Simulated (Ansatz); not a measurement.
TiAs in space group P6_3/mmc (No. 194; Ti on 4f, As on 2a, As on 2d) at seven volumes, PBEsol in the plane-wave PAW code Ansatz, shape and atoms relaxed at each. One row is withheld.

```tsv
V (Å³/atom)	P (GPa)
15.258	14.90
15.761	9.13
16.264	4.21
16.767	-0.01
17.270	-3.61
17.773	?
18.276	-9.33
```

Q: Fit the shown pressures and predict the withheld one.

A: Third-order Birch–Murnaghan: P = (3/2)B₀(x^(7/2) − x^(5/2))[1 + (3/4)(B′ − 4)(x − 1)] with x = (V₀/V)^(2/3). Least squares on the six rows gives V₀ = 16.766 Å³/atom, B₀ = 129.7 GPa, B′ = 4.20. At V = 17.773, x = 0.9619 and P = -6.69 GPa. The run itself gave -6.69 GPa.

The first step of the workflow began from a Materials Project structure, measured or hypothetical; the Crystallography Open Database files this formula in space group No. 194, but the cells were not matched. Its standing as an ambient phase is unchecked. The cell was relaxed with PBEsol under the symmetry of its start; whether a distortion lowers the energy is not shown. The run is not spin-polarised.

Potentials: the later of the program's two PAW sets.
